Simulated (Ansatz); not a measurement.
The start is a relaxed InSb cell with every coordinate shifted by Gaussian noise of σ = 0.2 Å. The cell and all atomic positions are relaxed at zero pressure with PBE (plane waves to 420 eV, PAW, scalar-relativistic; Ansatz, a quantum-chemistry and plane-wave program). The first steps use a coarse 9×9×9 k-mesh.

Input geometry:
```
InSb
1.0
    0.00000     3.31823     3.31823
    3.31823     0.00000     3.31823
    3.31823     3.31823     0.00000
Sb In
1 1
Direct
  0.76207   0.86147   0.76629
  0.02013   0.89599   0.00168
```

### Question
How much energy is released per atom?

### Answer
About 2.0 eV/atom.

### Question
Does it find its way back to the structure it was made from?

### Answer
It returns to the parent structure, F-43m (No. 216).

### Question
How do the shortest distances between atoms change?

### Answer
The closest pairs of elements (up to four, under 3.6 Å), start → end: In–Sb 2.10 → 2.87 Å.

The end point of the relaxation:

```cif
data_In4Sb4
_chemical_formula_sum 'Sb4 In4'
_space_group_name_H-M_alt 'F-43m'
_space_group_IT_number 216
_space_group_name_Hall 'F -4 2 3'
_cell_length_a 6.63624
_cell_length_b 6.63624
_cell_length_c 6.63624
_cell_angle_alpha 90.000
_cell_angle_beta 90.000
_cell_angle_gamma 90.000
loop_
_atom_site_label
_atom_site_type_symbol
_atom_site_symmetry_multiplicity
_atom_site_Wyckoff_symbol
_atom_site_fract_x
_atom_site_fract_y
_atom_site_fract_z
_atom_site_occupancy
Sb1 Sb 4 c 0.25000 0.25000 0.25000 1
In1 In 4 b 0.50000 0.50000 0.50000 1
```
(The calculation used a cell of 2 atoms; values per cell refer to that cell.)

Final values are on a 12×12×12 k-mesh of the relaxed cell. The start holds a very short contact (In–Sb 2.10 Å). No spin polarisation in the result.
